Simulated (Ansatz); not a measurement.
Structure: COD 9011006, as refined from experiment and not relaxed.

A run of Ansatz 0.2.0 printed the following.

```
K: projections on atomic orbitals take those of the free atom 1s2 2s2 2p6 3s2 3p6 4s1, of charge +0.00 (hamiltonian.pseudopotentials.projection_atoms)
LAPW: plane waves up to 4.065 Å⁻¹, error target 5.0e-4 eV per atom; small_component_spin mean_spin; K in spheres of 2.267 Å, 9 of its electrons in bands, Dirac shells []
Engine: ansatz 0.2.0
Pseudopotentials: kind: all_electron
Pseudopotential: K, LAPW, valence charge 9, Koelling and Harmon's equation, gaussian nucleus
Functional definition: PBEsol
  exchange = pbesol_x
  correlation = pbesol_c
Crystal: 1 atoms, lattice volume = 71.774 Å³
Basis set: ecut = 62.96789546676603 eV, 79 PW (Γ), exchange–correlation at level 2
Bands: 9, of which v1, the nominal top of the filled ones, is band 5 counted from 1 (4 counted from 0)
Symmetry: 48 space group operations
Space group: Im-3m (ITA 229), of the structure as read, at distance tolerance 4.2e-5 Å
k-points: 47 of 1000
Non-local potential: K, projectors of the file, none
Initial density: superposition of atomic densities (chi_scale 0.1, normalization cell)
Initial wavefunctions: plane waves of lowest kinetic energy (no species holds an atomic orbital)
Functional: x = pbesol(κ = 0.804, μ = 0.12345679012345678), c = pbesol(β = 0.046)
iter 1 solved again at ethr=2.44e-5 eV; its pass at ethr=1.00e-1 eV (dr2=2.19e-3 eV) is discarded
SCF iter   1: F=—  HF=-16362.879626 eV  |F-HF|=—  |Δ(HF+E_count)|=         —  Δρ=1.25e-3  dr2=2.20e-3  ethr=2.44e-5  ⟨swp⟩=4.1  Hψ=3554  notcnv=0
preconditioner: auto → Kerker (q_TF=auto, 1.930 Å⁻¹)  [metal: Δε(μ)=0.096 eV  Ē_g=4.090 eV  σ=0.080 eV  W_gap=0.28  n_scr=12 (ndim 8)  ℏωp=4.4 eV  f_vac=0.000  D(μ)=0.89/eV (n_scr^D=0)]
SCF iter   2: F=—  HF=-16362.878452 eV  |F-HF|=—  |Δ(HF+E_count)|=   1.17e-3  Δρ=8.68e-4  dr2=1.19e-3  ethr=2.44e-5  ⟨swp⟩=2.0  Hψ=1448  notcnv=0
SCF iter   3: F=—  HF=-16362.878732 eV  |F-HF|=—  |Δ(HF+E_count)|=   2.80e-4  Δρ=4.26e-4  dr2=3.49e-4  ethr=1.33e-5  ⟨swp⟩=2.0  Hψ=1448  notcnv=0
SCF iter   4: F=—  HF=-16362.878843 eV  |F-HF|=—  |Δ(HF+E_count)|=   1.11e-4  Δρ=2.08e-4  dr2=9.26e-5  ethr=3.88e-6  ⟨swp⟩=2.0  Hψ=1448  notcnv=0
iter 5 solved again at ethr=1.86e-8 eV; its pass at ethr=1.03e-6 eV (dr2=1.68e-6 eV) is discarded
SCF iter   5: F=—  HF=-16362.878889 eV  |F-HF|=—  |Δ(HF+E_count)|=   4.68e-5  Δρ=3.37e-5  dr2=1.68e-6  ethr=1.86e-8  ⟨swp⟩=2.0  Hψ=2286  notcnv=0
SCF iter   6: F=—  HF=-16362.878889 eV  |F-HF|=—  |Δ(HF+E_count)|=   9.42e-8  Δρ=1.12e-5  dr2=1.40e-7  ethr=1.86e-8  ⟨swp⟩=2.0  Hψ=1448  notcnv=0
SCF iter   7: F=-16362.878889 eV  HF=-16362.878889 eV  |F-HF|=2.25e-9  |Δ(HF+E_count)|=   2.09e-8  Δρ=1.59e-6  dr2=2.72e-9  ethr=1.55e-9  ⟨swp⟩=2.0  Hψ=1448  notcnv=0
SCF 1 converged in 7 iterations: F = -16362.878889 eV  dr2 = 2.72e-9
NSCF: frozen V_eff on 99 k-points
SCF converged after 7 iterations
Free energy (F): -16362.878889 eV
Harris-Foulkes:  -16362.878889 eV  (|F-HF|=2.25e-9)
Internal energy: -16362.860770 eV  (E = F + TS)
E sigma→0 (E₀):  -16362.869829 eV
Entropy (-TS):   -0.018120 eV (-18.120 meV/atom)
Fermi energy:    1.992636 eV
--- Per-component energies (eV) ---
  E_band       = -139.916403
  E_kinetic    = 16473.032966
  E_xc         = -886.727065
  E_electrostatic = -31949.166670  (all electrons and nuclei)
  E_smearing   = -0.018120  (= −TS)
  E_closure    = 0.000000  (closes the sum)
  E_atoms      = -16361.764998  (free atoms, spherical and without spin; not in F)
  Σ components = -16362.878889   (vs F -16362.878889, Δ=0.00e0)
  Basis errors (estimates in eV, not in F): energy 1.3e-4 per atom: plane waves 1.3e-4 (6.6e-5 summed), levels above the bands 4.0e-29, relativity 1.1e-9, radial functions 2.5e-6, core shells 5.3e-12; eigenvalues (radial functions only) 1.8e-6; not estimated: angular momenta, meshes, grids; target (lapw.basis_error) 5.0e-4; muffin-tin radii K 2.267 Å
--- Forces (eV/Å), atoms counted from 1 ---
  atom   1  K     -0.00000000     0.00000000    -0.00000000
  max |Σ_I F_I| component: 2.93e-32 eV/Å
--- Stress (GPa, compression-positive) ---
       -0.034558       0.000000       0.000000
        0.000000      -0.034558       0.000000
        0.000000       0.000000      -0.034558
  P = ⅓ Tr σ = -0.0346 GPa (-0.346 kbar)
--- Band table (eV; the first three rows and the last of 47) ---
  k-point 0: bands = ["-29.9819", "-13.4914", "-13.4914", "-13.4914", "-0.1974", "6.3055", "6.3055", "6.3055", "7.2281"]
  k-point 1: bands = ["-29.9815", "-13.4987", "-13.4939", "-13.4914", "-0.0707", "6.1075", "6.1460", "6.4064", "7.0332"]
  k-point 2: bands = ["-29.9803", "-13.5176", "-13.5002", "-13.4914", "0.3010", "5.3963", "5.8037", "6.7047", "7.0002"]
  k-point 46: bands = ["-29.9735", "-13.5454", "-13.5454", "-13.5454", "3.6595", "3.6595", "5.5227", "5.5227", "5.5227"]
--- Löwdin populations: 1 site ---
  site symbol       q [e]
     0      K     18.9606
  spilling = 0.002071 (of n_electrons = 19.000000)
```

The cell and starting positions:

```
CELL_PARAMETERS angstrom
-2.61800 2.61800 2.61800
2.61800 -2.61800 2.61800
2.61800 2.61800 -2.61800
ATOMIC_POSITIONS crystal
K 0.00000 0.00000 0.00000
```

Parts of the input that the log doesn't repeat:

```yaml
  band_path:
    path:
      - [0.0, 0.0, 0.0]
      - [0.5, -0.5, 0.5]
      - [0.0, 0.0, 0.5]
      - [0.0, 0.0, 0.0]
      - [0.25, 0.25, 0.25]
      - [0.5, -0.5, 0.5]
      - [0.25, 0.25, 0.25]
      - [0.0, 0.0, 0.5]
    npoints: 14
output:
  forces: true
  stress: true
  eigenvalues: true
  populations: true
  dos: { projected: true, de: 0.2, e_range: [-14, 8] }
```

Q: Write the input that produced this log.

A: 
```yaml
crystal:
  lattice:
    - [-2.618, 2.618, 2.618]
    - [2.618, -2.618, 2.618]
    - [2.618, 2.618, -2.618]
  atoms:
    - { symbol: K, position: [0.0, 0.0, 0.0] }
kpoints:
  mp_grid: { grid: [10, 10, 10] }
  band_path:
    path:
      - [0.0, 0.0, 0.0]
      - [0.5, -0.5, 0.5]
      - [0.0, 0.0, 0.5]
      - [0.0, 0.0, 0.0]
      - [0.25, 0.25, 0.25]
      - [0.5, -0.5, 0.5]
      - [0.25, 0.25, 0.25]
      - [0.0, 0.0, 0.5]
    npoints: 14
scf:
  occupations: { method: fermi_dirac, width: 0.08 }
hamiltonian:
  xc: pbesol
  pseudopotentials: { kind: all_electron, lapw: { basis_error: 0.0005 } }
output:
  forces: true
  stress: true
  eigenvalues: true
  populations: true
  dos: { projected: true, de: 0.2, e_range: [-14, 8] }
```
This is the input that was run; digits and keys that the log doesn't show could differ in an equivalent one.
